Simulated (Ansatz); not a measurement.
# ZrCuGe2, first-principles data

ZrCuGe2:
```cif
data_Cu2Ge4Zr2
_chemical_formula_sum 'Zr2 Cu2 Ge4'
_space_group_name_H-M_alt 'P 1'
_space_group_IT_number 1
_cell_length_a 3.78471
_cell_length_b 3.78471
_cell_length_c 9.21035
_cell_angle_alpha 90.000
_cell_angle_beta 90.000
_cell_angle_gamma 90.000
loop_
_space_group_symop_operation_xyz
  'x, y, z'
loop_
_atom_site_label
_atom_site_type_symbol
_atom_site_fract_x
_atom_site_fract_y
_atom_site_fract_z
_atom_site_occupancy
Zr1 Zr 0.00000 0.50000 0.76237 1
Zr2 Zr 0.50000 0.00000 0.23763 1
Cu1 Cu 0.50000 0.50000 0.50000 1
Cu2 Cu 0.00000 0.00000 0.50000 1
Ge1 Ge 0.50000 0.50000 0.00000 1
Ge2 Ge 0.00000 0.00000 0.00000 1
Ge3 Ge 0.00000 0.50000 0.32895 1
Ge4 Ge 0.50000 0.00000 0.67105 1
```

Space group P4/nmm (No. 129); conventional cell a = b = 3.785 Å, c = 9.210 Å, α = β = γ = 90.00°.

Method: r²SCAN in the plane-wave PAW code Ansatz. Structure relaxed to zero pressure with the same functional. Other levels are named where they apply.

**Cell and energy**

```
Property                                                      Result
-----------------------------------------------------  -------------
Volume per atom                                             16.49 Å³
Density                                                   7.55 g/cm³
Formation energy from the elements (no fitted shifts)  -0.51 eV/atom
```

**Electronic structure**

```
Quantity                                                                     Value
------------------------------------  --------------------------------------------
Electronic character                                             metallic (no gap)
Density of states at the Fermi level  0.44 states/eV per atom (mean over ±0.08 eV)
```

The first step of the workflow began from a Materials Project structure, measured or hypothetical; the Crystallography Open Database copy checked does not list it. Its standing as an ambient phase is unchecked. Symmetry was held in the r²SCAN relaxation; its stability against distortions is not shown here. No spin polarisation was allowed. The references are the lowest solids computed at this level, not always the standard phases. Scalar-relativistic: spin–orbit coupling is off unless named, which matters more the heavier the elements.

Potentials: the later of the program's two PAW sets.
